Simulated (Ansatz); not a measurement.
BaNbHO2:
Space group P4/mmm (No. 123); a = b = 4.154 Å, c = 3.980 Å, α = β = γ = 90.00°

```
atom  site  symmetry       x       y       z
----  ----  --------  ------  ------  ------
Ba      1d     4/mmm  0.5000  0.5000  0.5000
Nb      1a     4/mmm  0.0000  0.0000  0.0000
O       2f      mmm.  0.0000  0.5000  0.0000
H       1b     4/mmm  0.0000  0.0000  0.5000
```

Relaxed at zero pressure with plane-wave PAW PBE (Ansatz code).

### Question
The volume is raised by 3 % and shape and atoms relax at that volume. What pressure results, and how do the axes share the change?

### Answer
-3.4 GPa; a 0.7 %, b 0.7 %, c 1.6 %; the energy rises by 4 meV/atom.

### Question
Give the new structure.

### Answer

Space group P4/mmm (No. 123); a = 4.1813 Å, b = 4.1813 Å, c = 4.0458 Å, α = 90.00°, β = 90.00°, γ = 90.00°

```json
[
 {"atom": "Ba", "site": "1d", "symmetry": "4/mmm", "x": "0.5000", "y": "0.5000", "z": "0.5000"},
 {"atom": "Nb", "site": "1a", "symmetry": "4/mmm", "x": "0.0000", "y": "0.0000", "z": "0.0000"},
 {"atom": "O", "site": "2f", "symmetry": "mmm.", "x": "0.0000", "y": "0.5000", "z": "0.0000"},
 {"atom": "H", "site": "1b", "symmetry": "4/mmm", "x": "0.0000", "y": "0.0000", "z": "0.5000"}
]
```

The phase is kept; no other phase was compared at this pressure.

The start of the workflow was typed in or built on a structure type; neither database checked (COD, Materials Project) lists it. Whether it is the stable phase at ambient conditions was not checked. The PBE relaxation kept the symmetry of its start; whether a distortion lowers the energy is not shown. The workflow began spin-polarised and lost its moments. The cell computed holds one magnetic atom, so no antiferromagnetic order was within reach. Scalar-relativistic: spin–orbit coupling is off unless named, which matters more the heavier the elements.

Potentials: the earlier of the program's two PAW sets.
